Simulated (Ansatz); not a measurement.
InGa₃As₄ as one 8-atom ordering (I-42m) on the zincblende lattice, relaxed with r2SCAN. The symmetry is I-42m (No. 121, tetragonal); conventional cell a = 5.780 Å, c = 11.538 Å, 24.09 Å³ an atom. Around Ga lie 4 As at 2.47 Å; around As lie 3 Ga at 2.45–2.47 Å and 1 In at 2.62 Å; around Ga lie 4 As at 2.45 Å; around In lie 4 As at 2.62 Å.

```
CELL_PARAMETERS angstrom
-2.89004 2.89004 5.76881
2.89004 -2.89004 5.76881
2.89004 2.89004 -5.76881
ATOMIC_POSITIONS crystal
Ga 0.75000 0.25000 0.50000
As 0.13275 0.60755 0.00000
Ga 0.50000 0.50000 0.00000
As 0.86725 0.86725 0.47480
Ga 0.25000 0.75000 0.50000
As 0.60755 0.13275 0.00000
In 0.00000 0.00000 0.00000
As 0.39245 0.39245 0.52520
```

4 runs of Ansatz 0.2.0 on this cell differ in the functional (and in the settings that go with it). Levels are in eV from each run's valence top; v1 is the last filled band, c1 the first empty one.

Run A, mean stress 0.0 GPa (compression positive):

| point | v4 | v3 | v2 | v1 | c1 | c2 |
| --- | --- | --- | --- | --- | --- | --- |
| Γ | -2.60 | -0.05 | 0.00 | 0.00 | 0.63 | 1.80 |
| X | -1.22 | -1.13 | -0.93 | -0.92 | 1.14 | 1.46 |
| P | -1.39 | -1.30 | -0.97 | -0.97 | 2.13 | 2.13 |
| N | -2.34 | -1.96 | -1.26 | -1.21 | 3.07 | 3.47 |
| M | -1.86 | -1.86 | -1.41 | -1.41 | 1.82 | 1.82 |
| S | -2.07 | -2.04 | -1.09 | -1.03 | 2.03 | 3.07 |

Run B, mean stress +0.4 GPa (compression positive):

| point | v4 | v3 | v2 | v1 | c1 | c2 |
| --- | --- | --- | --- | --- | --- | --- |
| Γ | -2.73 | -0.05 | 0.00 | 0.00 | 0.99 | 2.08 |
| X | -1.28 | -1.18 | -0.98 | -0.98 | 1.51 | 1.81 |
| P | -1.45 | -1.35 | -1.02 | -1.02 | 2.53 | 2.53 |
| N | -2.45 | -2.06 | -1.31 | -1.26 | 3.55 | 3.90 |
| M | -1.94 | -1.94 | -1.49 | -1.49 | 2.11 | 2.11 |
| S | -2.18 | -2.14 | -1.14 | -1.07 | 2.36 | 3.46 |

Run C, mean stress +0.1 GPa (compression positive):

| point | v4 | v3 | v2 | v1 | c1 | c2 |
| --- | --- | --- | --- | --- | --- | --- |
| Γ | -2.80 | -0.05 | 0.00 | 0.00 | 1.55 | 2.71 |
| X | -1.31 | -1.21 | -1.01 | -1.01 | 2.10 | 2.41 |
| P | -1.48 | -1.39 | -1.05 | -1.05 | 3.16 | 3.16 |
| N | -2.51 | -2.12 | -1.35 | -1.30 | 4.20 | 4.55 |
| M | -1.99 | -1.99 | -1.53 | -1.53 | 2.73 | 2.73 |
| S | -2.23 | -2.19 | -1.17 | -1.11 | 2.98 | 4.10 |

Run D, mean stress +2.5 GPa (compression positive):

| point | v4 | v3 | v2 | v1 | c1 | c2 |
| --- | --- | --- | --- | --- | --- | --- |
| Γ | -2.51 | -0.05 | 0.00 | 0.00 | 0.16 | 1.52 |
| X | -1.18 | -1.09 | -0.90 | -0.89 | 0.79 | 1.08 |
| P | -1.34 | -1.25 | -0.94 | -0.94 | 1.80 | 1.80 |
| N | -2.26 | -1.91 | -1.23 | -1.18 | 2.75 | 3.13 |
| M | -1.79 | -1.79 | -1.37 | -1.37 | 1.53 | 1.53 |
| S | -2.00 | -1.97 | -1.06 | -1.00 | 1.74 | 2.73 |

**Question.** Match the runs to PBE, r2SCAN, HSE06, PBE0.

**Answer.** A is r2SCAN, B is HSE06, C is PBE0, D is PBE. In order of the gap: PBE 0.16, r2SCAN 0.63, HSE06 0.99, PBE0 1.55 eV.

No spin polarisation. The prototype was imposed, so other structures may be more stable.

Spin-orbit coupling is left out, which matters wherever the heavy atoms make up the band edges.

The stress of a hybrid is loosely converged in these runs.
